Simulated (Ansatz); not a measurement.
Equation of state of silicon, dhcp

Computed with DFT, LDA (PW92), plane waves (420 eV) with PAW, scalar-relativistic in Ansatz 0.2.0. The PAW files were generated under PBE, with cores re-solved for the functional.

The cell is scaled uniformly from the relaxed one, with fractional coordinates and shape fixed. Energies are extrapolated to zero smearing, pressures are those at the given smearing. Magnetic state: spin not included.

```json
{"V (Å³/atom)": "12.218", "E − E₀ (meV/atom)": "69.8", "P (GPa)": "15.34"}
{"V (Å³/atom)": "12.774", "E − E₀ (meV/atom)": "28.2", "P (GPa)": "9.04"}
{"V (Å³/atom)": "13.329", "E − E₀ (meV/atom)": "6.3", "P (GPa)": "3.99"}
{"V (Å³/atom)": "13.884", "E − E₀ (meV/atom)": "0.0", "P (GPa)": "-0.08"}
{"V (Å³/atom)": "14.440", "E − E₀ (meV/atom)": "6.5", "P (GPa)": "-3.41"}
{"V (Å³/atom)": "14.995", "E − E₀ (meV/atom)": "23.5", "P (GPa)": "-6.11"}
{"V (Å³/atom)": "15.550", "E − E₀ (meV/atom)": "48.9", "P (GPa)": "-8.29"}
```

Problem. Fit a third-order Birch-Murnaghan equation.

Solution. V₀ = 13.86 Å³/atom, B₀ = 93 GPa, B₀′ = 4.2.
